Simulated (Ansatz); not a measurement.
## Equation of state of niobium, hcp

The calculation used Ansatz, DFT, r2SCAN, plane waves (500 eV) with PAW, scalar-relativistic. (PAW data from PBE, frozen cores regenerated.)

The cell is scaled uniformly from the relaxed one, with fractional coordinates and shape fixed. Energies are extrapolated to zero smearing, pressures are those at the given smearing. Magnetic state: non-magnetic.

```
V (Å³/atom)  E − E₀ (meV/atom)  P (GPa)
     16.345              166.8    26.59
     17.088               68.9    16.00
     17.831               15.9     7.22
     18.573                0.0    -0.08
     19.316               15.0    -6.16
     20.059               55.8   -11.20
     20.802              118.0   -15.38
```

(1) Fit a third-order Birch-Murnaghan equation.

## Answers

(1) V₀ = 18.56 Å³/atom, B₀ = 167 GPa, B₀′ = 3.6.
